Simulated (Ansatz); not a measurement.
Input file for Ansatz (a quantum-chemistry and plane-wave program):

Ansatz 0.2 input:
```yaml
crystal:
  lattice:
    - [4.4607361269, -2.7586127614, 0.0]
    - [4.4607361269, 2.7586127614, 0.0]
    - [0.0, 0.0, 4.8651049062]
  atoms:
    - { symbol: Si, position: [0.0256805824, 0.3274985461, 0.2710878472] }
    - { symbol: Si, position: [0.9743194176, 0.6725014539, 0.7710878472] }
    - { symbol: Si, position: [0.6725014539, 0.9743194176, 0.2710878472] }
    - { symbol: Si, position: [0.3274985461, 0.0256805824, 0.7710878472] }
    - { symbol: N, position: [0.0940961148, 0.3421868699, 0.6162571039] }
    - { symbol: N, position: [0.9059038852, 0.6578131301, 0.1162571039] }
    - { symbol: N, position: [0.6578131301, 0.9059038852, 0.6162571039] }
    - { symbol: N, position: [0.3421868699, 0.0940961148, 0.1162571039] }
    - { symbol: O, position: [0.7877412208, 0.2122587792, 0.2180400976] }
    - { symbol: O, position: [0.2122587792, 0.7877412208, 0.7180400976] }
kpoints:
  mp_grid: { grid: [5, 5, 5] }
basis: { xc_grid: 2 }
hamiltonian:
  xc: pbesol
  pseudopotentials: { azcp: { folder: ./paw }, kind: paw }
scf:
  occupations: { method: fixed }
output:
  optics: { e_range: [0.0, 15.0], de: 0.05, sigma: 0.1, bands: { spectra_wanted_up_to: 12 eV } }
```

Output (shortened):

```
output.optics: the spectra are integrated over the Brillouin zone by k·p interpolation around the k-points, where levels, occupations, output.optics.sigma and …
Pseudopotential: Si, paw, valence charge 4
Pseudopotential: N, paw, valence charge 5
Pseudopotential: O, paw, valence charge 6
Functional definition: PBEsol
Crystal: 10 atoms, lattice volume = 119.735 Å³
Basis set: ecut = 420 eV, 2319 PW (Γ), exchange–correlation on 72×72×72 points (8 copies of the dense FFT grid, shifted against one another)
Bands: 34, of which v1, the nominal top of the filled ones, is band 24 counted from 1 (23 counted from 0)
Symmetry: 4 space group operations
Space group: Cmc21 (ITA 36), of the structure as read, at distance tolerance 4.9e-5 Å
k-points: 27 of 125 (time reversal used)
SCF iter   1: F=—  HF=-5141.666191 eV  |F-HF|=—  |Δ(HF+E_count)|=         —  Δρ=1.39e-1  dr2=2.52e1  ethr=3.10e-3  ⟨swp⟩=5.0  Hψ=3947  notcnv=0  defer=173
preconditioner: auto → Resta (q_TF=auto, 2.343 Å⁻¹)
SCF iter   2: F=—  HF=-5134.096820 eV  |F-HF|=—  |Δ(HF+E_count)|=    7.57e0  Δρ=4.52e-2  dr2=1.48e0  ethr=3.10e-3  ⟨swp⟩=3.9  Hψ=2666  notcnv=0  defer=177
SCF iter   3: F=—  HF=-5133.825902 eV  |F-HF|=—  |Δ(HF+E_count)|=   2.71e-1  Δρ=2.25e-2  dr2=4.02e-1  ethr=3.09e-3  ⟨swp⟩=1.5  Hψ=1159  notcnv=0  defer=187
SCF iter   4: F=—  HF=-5133.760400 eV  |F-HF|=—  |Δ(HF+E_count)|=   6.55e-2  Δρ=5.07e-3  dr2=2.57e-2  ethr=8.38e-4  ⟨swp⟩=3.7  Hψ=1498  notcnv=0  defer=214
SCF iter   5: F=—  HF=-5133.757876 eV  |F-HF|=—  |Δ(HF+E_count)|=   2.52e-3  Δρ=1.65e-3  dr2=3.88e-3  ethr=5.35e-5  ⟨swp⟩=2.0  Hψ=1835  notcnv=0  defer=216
SCF iter   6: F=—  HF=-5133.761127 eV  |F-HF|=—  |Δ(HF+E_count)|=   3.25e-3  Δρ=3.22e-4  dr2=1.93e-4  ethr=8.08e-6  ⟨swp⟩=2.8  Hψ=1301  notcnv=0  defer=216
SCF iter   7: F=—  HF=-5133.761453 eV  |F-HF|=—  |Δ(HF+E_count)|=   3.26e-4  Δρ=6.76e-5  dr2=9.39e-6  ethr=4.03e-7  ⟨swp⟩=2.0  Hψ=1463  notcnv=0  defer=216
SCF iter   8: F=—  HF=-5133.761538 eV  |F-HF|=—  |Δ(HF+E_count)|=   8.50e-5  Δρ=1.59e-5  dr2=3.67e-7  ethr=1.96e-8  ⟨swp⟩=2.0  Hψ=1482  notcnv=0  defer=210
SCF iter  11: F=-5133.761536 eV  HF=-5133.761536 eV  |F-HF|=1.09e-11  |Δ(HF+E_count)|=  4.47e-10  Δρ=6.79e-8  dr2=5.66e-12  ethr=1.00e-12  ⟨swp⟩=12.1  Hψ=5356  notcnv=0
SCF 1 converged in 11 iterations: F = -5133.761536 eV  dr2 = 5.66e-12
NSCF: frozen V_eff on 27 k-points
Optics k sum: 0 of 27 k-points
Optics k sum: 2 of 27 k-points
Optics k sum: 3 of 27 k-points
Optics k sum: 5 of 27 k-points
Optics k sum: 6 of 27 k-points
Optics k sum: 7 of 27 k-points
Optics k sum: 9 of 27 k-points
Optics k sum: 10 of 27 k-points
Optics k sum: 11 of 27 k-points
Optics k sum: 13 of 27 k-points
Optics k sum: 14 of 27 k-points
Optics k sum: 15 of 27 k-points
Optics k sum: 17 of 27 k-points
Optics k sum: 18 of 27 k-points
Optics k sum: 19 of 27 k-points
Optics k sum: 21 of 27 k-points
Optics k sum: 22 of 27 k-points
Optics k sum: 23 of 27 k-points
Optics k sum: 25 of 27 k-points
Optics k sum: 26 of 27 k-points
Optics k sum: 27 of 27 k-points
Optics k sum: 0 of 27 k-points
Optics k sum: 2 of 27 k-points
Optics k sum: 3 of 27 k-points
Optics k sum: 5 of 27 k-points
Optics k sum: 6 of 27 k-points
Optics k sum: 7 of 27 k-points
Optics k sum: 9 of 27 k-points
Optics k sum: 10 of 27 k-points
Optics k sum: 11 of 27 k-points
Optics k sum: 13 of 27 k-points
Optics k sum: 14 of 27 k-points
Optics k sum: 15 of 27 k-points
Optics k sum: 17 of 27 k-points
Optics k sum: 18 of 27 k-points
Optics k sum: 19 of 27 k-points
Optics k sum: 21 of 27 k-points
Optics k sum: 22 of 27 k-points
Optics k sum: 23 of 27 k-points
Optics k sum: 25 of 27 k-points
Optics k sum: 26 of 27 k-points
Optics k sum: 27 of 27 k-points
NSCF: frozen V_eff on 1 k-points
NSCF: frozen V_eff on 1 k-points
NSCF: frozen V_eff on 1 k-points
NSCF: frozen V_eff on 1 k-points
NSCF: frozen V_eff on 1 k-points
NSCF: frozen V_eff on 1 k-points
NSCF: frozen V_eff on 1 k-points
output.optics: what the bands over the 57 summed would add to eps1, eps2 and the energy-loss function is held between a lower and an upper bound (7 Lanczos …
SCF converged after 11 iterations
Free energy (F): -5133.761536 eV
Harris-Foulkes:  -5133.761536 eV  (|F-HF|=1.09e-11)
Internal energy: -5133.761536 eV  (E = F + TS)
E sigma→0 (E₀):  -5133.761536 eV
Fermi energy:    5.259785 eV
--- Per-component energies (eV) ---
  E_band       = -89.541299
  E_kinetic    = 1050.976317
  E_local      = -2195.075073  (includes V_loc(G=0)·N_el)
  E_nonlocal   = 331.428120
  E_hartree    = 792.434789
  E_xc         = -607.678385
  E_vxc        = -681.853258  (∫ρ·V_xc dr)
  E_paw        = -2802.624549  (= ΣΔE_a)
  E_vpaw       = -179.892206  (= ΣTr[D̂ρ^β])
  E_aug_tail   = 0.005229  (compensation charges beyond the density's cutoff)
  E_ewald      = -1703.537197
  E_core_change = 0.309214  (= ΣΔE_core)
  E_smearing   =  0.000000  (= −TS)
  E_closure    =  0.000000  (closes the sum)
  Σ components = -5133.761536   (vs F -5133.761536, Δ=0.00e0)
  [band-id]    e_kinetic+e_local+e_nonlocal+2·e_hartree+e_vxc+e_vpaw+e_augmentation_tail = -89.541294   (vs E_band -89.541299, Δ=4.81e-6)
--- Band table (eV; the first three rows and the last of 27) ---
  k-point 0: bands = ["-14.0219", "-13.5196", "-10.8968", "-9.1698", "-8.9926", "-8.9123", "-3.8482", "-3.5320", "-3.0488", "-0.8795", "-0.3575", "-0.2446", "0.0504", "0.8365", "1.2027", "1.8735", "2.2268", "3.0437", "3.2454", "3.5490", "3.5679", "4.2101", …
  k-point 1: bands = ["-13.9657", "-13.5588", "-10.7835", "-9.2343", "-9.1162", "-8.9691", "-4.0146", "-3.8289", "-2.4453", "-0.9734", "-0.4287", "-0.2754", "0.6320", "0.9554", "1.2895", "1.7076", "2.2802", "2.9996", "3.1231", "3.3217", "3.5079", "4.1240", …
  k-point 2: bands = ["-13.8261", "-13.6703", "-10.4376", "-9.8744", "-9.0065", "-8.9477", "-4.2739", "-4.2323", "-1.0452", "-0.9211", "-0.6846", "-0.1202", "0.5580", "0.8848", "1.4697", "1.7594", "2.2562", "2.3307", "3.2466", "3.3913", "3.6316", "3.9519", …
  k-point 26: bands = ["-13.6614", "-13.5976", "-10.8193", "-10.0809", "-9.2712", "-8.9820", "-2.6732", "-2.6195", "-2.3560", "-2.1225", "-0.1915", "0.3435", "0.6201", "0.8922", "1.2878", "1.7732", "1.9056", "2.1721", "2.9108", "3.0054", "3.5508", "4.0228", …
```

Cost: about 50 core-seconds (a rough figure) on shared cores.

Space group Cmc2_1. The first step of the workflow began from a Materials Project structure, measured or hypothetical; the Crystallography Open Database files this formula in space group No. 36, but the cells were not matched. Its standing as an ambient phase is unchecked. Symmetry was held in the PBEsol relaxation; whether a distortion lowers the energy is not shown.

Potentials: the earlier of the program's two PAW sets. The files were generated under PBE; for other functionals the program regenerates the frozen cores, and for LDA and PBEsol the local potential too.

Ansatz is a plane-wave DFT program.
